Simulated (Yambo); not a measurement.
Absorption of Rb₂PtC₂ (space group P-3m1, No. 164) with and without the electron-hole interaction (Yambo, PBEsol bands; 6×6×4 mesh, 7 valence and 6 conduction bands, static screening with 70 bands and a 3 Ry block, scissor 0.84 eV, Tamm-Dancoff; field along x). Axes are Cartesian, with cell vectors (Å) (5.41, 0.00, 0.00), (-2.70, 4.68, 0.00), (0.00, 0.00, 5.20).

```
E (eV)  Im ε, BSE  Im ε, independent quasiparticles
------  ---------  --------------------------------
0.45         0.04                              0.04
0.55         0.05                              0.04
0.65         0.05                              0.04
0.75         0.06                              0.04
0.85         0.06                              0.05
0.95         0.07                              0.05
1.05         0.08                              0.06
1.15         0.09                              0.06
1.25         0.12                              0.07
1.35         0.15                              0.08
1.45         0.18                              0.09
1.55         0.22                              0.11
1.65         0.31                              0.14
1.75         0.38                              0.21
1.85         0.40                              0.31
1.95         0.44                              0.37
2.05         0.46                              0.44
2.15         0.47                              0.41
2.25         0.47                              0.33
2.35         0.45                              0.28
2.45         0.47                              0.26
2.55         0.50                              0.29
2.65         0.58                              0.36
2.75         0.75                              0.45
2.85         0.97                              0.45
2.95         0.96                              0.44
3.05         1.07                              0.45
3.15         1.51                              0.52
3.25         2.12                              0.68
3.35         2.31                              0.92
3.45         2.24                              1.25
3.55         2.67                              1.53
3.65         3.62                              1.77
3.75         4.56                              2.17
3.85         5.65                              2.46
3.95         6.08                              2.71
4.05         5.27                              3.21
4.15         4.32                              4.05
4.25         3.55                              5.03
4.35         2.76                              5.78
4.45         2.46                              6.12
4.55         2.45                              5.71
4.65         2.52                              5.08
4.75         2.37                              4.33
4.85         2.15                              3.81
4.95         2.08                              3.26
5.05         2.07                              2.69
5.15         2.06                              2.47
5.25         1.88                              2.67
5.35         1.98                              2.68
5.45         2.02                              2.42
5.55         1.85                              2.30
5.65         1.58                              2.35
5.75         1.57                              2.16
5.85         1.66                              1.91
5.95         1.77                              1.71
```

The scissor comes from a G0W0 run whose convergence isn't established. Broadening 0.15 eV. The band window holds all transitions up to 6.0 eV. Fine structure above the onset can come from the mesh.

Spin-orbit coupling is left out, which matters for elements this heavy: edges can move by tenths of an eV.

Geometry of the Materials Project entry, not relaxed at this level; primitive cell a = 5.406 Å, b = 5.406 Å, c = 5.201 Å, α = 90.00°, β = 90.00°, γ = 120.00°.
